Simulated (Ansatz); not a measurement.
SnS₂ (CdI2 type)

```cif
data_S2Sn
_chemical_formula_sum 'Sn1 S2'
_space_group_name_H-M_alt 'P-3m1'
_space_group_IT_number 164
_space_group_name_Hall '-P 3 2"'
_cell_length_a 3.66945
_cell_length_b 3.66945
_cell_length_c 5.80763
_cell_angle_alpha 90.000
_cell_angle_beta 90.000
_cell_angle_gamma 120.000
loop_
_atom_site_label
_atom_site_type_symbol
_atom_site_symmetry_multiplicity
_atom_site_Wyckoff_symbol
_atom_site_fract_x
_atom_site_fract_y
_atom_site_fract_z
_atom_site_occupancy
Sn1 Sn 1 a 0.00000 0.00000 0.00000 1
S1 S 2 d 0.33333 0.66667 0.25455 1
```

The relaxed cell is deformed in two ways at once: its volume V is scaled, and at that volume it is stretched along z (the c axis of the conventional cell) so that c/a changes. Fractional atomic positions are held.

The numbers are results of PBE-D3(BJ) (plane waves to 420 eV, PAW, scalar-relativistic; Ansatz, an electronic-structure program), not measurements. k mesh 10×10×6 (Γ-centred), Fermi-Dirac smearing 0.05 eV. Compression counts positive. As the atoms are clamped, bonds stretch with the cell, which overstates energies and stresses. SnS2 was relaxed with its symmetry unable to fall. The PAW data are Ansatz's earlier set. 

**Question.** Predict the P (GPa) at all points of the grid V/V₀ = 0.920, 0.960, 1.000, 1.040, 1.080 by (c/a)/(c/a)₀ = 0.960, 0.980, 1.000, 1.020, 1.040.

**Answer.** P (GPa), with V/V₀ across and (c/a)/(c/a)₀ down:

| (c/a)/(c/a)₀ \ V/V₀ | 0.920 | 0.960 | 1.000 | 1.040 | 1.080 |
|---|---|---|---|---|---|
| 0.960 | 7.79 | 3.34 | -0.20 | -3.00 | -5.22 |
| 0.980 | 7.94 | 3.46 | -0.10 | -2.92 | -5.16 |
| 1.000 | 8.08 | 3.58 | 0.00 | -2.84 | -5.09 |
| 1.020 | 8.20 | 3.68 | 0.08 | -2.77 | -5.03 |
| 1.040 | 8.31 | 3.77 | 0.17 | -2.70 | -4.97 |

(A scan under strain: stresses follow from slopes of the energy per volume, elastic moduli from its curvatures.)
